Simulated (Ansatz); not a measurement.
A crystal relaxed with r2SCAN in Ansatz has space group Amm2 (No. 38) and a = 4.244 Å, b = 8.489 Å, c = 12.008 Å.

```
atom  site       x       y       z
  Ga    2a  0.0000  0.5000  0.4998
  In    4e  0.5000  0.2507  0.7501
  In    2a  0.0000  0.5000  0.9993
  Xx    2b  0.5000  0.5000  0.6155
  Xx    4d  0.0000  0.2396  0.8801
  Xx    2b  0.5000  0.5000  0.1250
```

r2SCAN gives a direct gap of 0.05 eV at Γ. (This is within a few times the smearing of 0.02 eV, so the filling near the edges can be smeared.) HSE06 gives a direct gap of 0.38 eV at Γ. Meshes: r2SCAN 6×4×4, HSE06 4×2×2.

**Question.** Which element is Xx?
A. Bi
B. As
C. N
D. P

**Answer.** B. Xx is As: In3GaAs4, ordered on the zincblende lattice (Amm2) with 8 atoms a cell. Ga has 4 As at 2.49–2.54 Å; In has 4 As at 2.61–2.66 Å; In has 4 As at 2.60–2.63 Å; As has 2 Ga at 2.54 Å and 2 In at 2.66 Å; As has 1 Ga at 2.49 Å and 3 In at 2.63–2.64 Å; As has 4 In at 2.60–2.61 Å.

Values at 0 K without nuclear motion; spin polarisation is off, and the phase may be a hypothetical one.

No spin-orbit coupling is included; it can move band edges with weight on the heavy atoms by tenths of an eV.

Gaps or overlaps of about a tenth of an eV are at the limit of these meshes: between the points read a gap can be smaller or closed.

The meshes of the hybrids are coarse, so their gaps aren't converged to the digits shown.
